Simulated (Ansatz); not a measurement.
Ru2C in space group P4/nmm (No. 129; Ru on 2a, Ru on 2c, C on 2c) at seven volumes, the program Ansatz at the r²SCAN level (PAW), shape and atoms relaxed at each. One row is withheld.

| V (Å³/atom) | P (GPa) |
|---|---|
| 10.482 | 35.89 |
| 10.827 | 21.81 |
| 11.173 | 9.95 |
| 11.518 | 0.01 |
| 11.864 | -8.29 |
| 12.210 | ? |
| 12.555 | -20.68 |

Problem. Fit the shown pressures and predict the withheld one.

Solution. P = (3/2)B₀(x^(7/2) − x^(5/2))[1 + (3/4)(B′ − 4)(x − 1)] with x = (V₀/V)^(2/3). Least squares on the six rows gives V₀ = 11.520 Å³/atom, B₀ = 300 GPa, B′ = 5.08. At V = 12.210, x = 0.9620 and P = -15.06 GPa. The run itself gave -15.14 GPa.

A made-up cell: these elements were put on the sites of a structure type; neither database checked (COD, Materials Project) lists it. Its standing as an ambient phase is unchecked. The cell was relaxed with r²SCAN under the symmetry of its start; whether a distortion lowers the energy is not shown. No spin polarisation was allowed.

Potentials: the earlier of the program's two PAW sets.
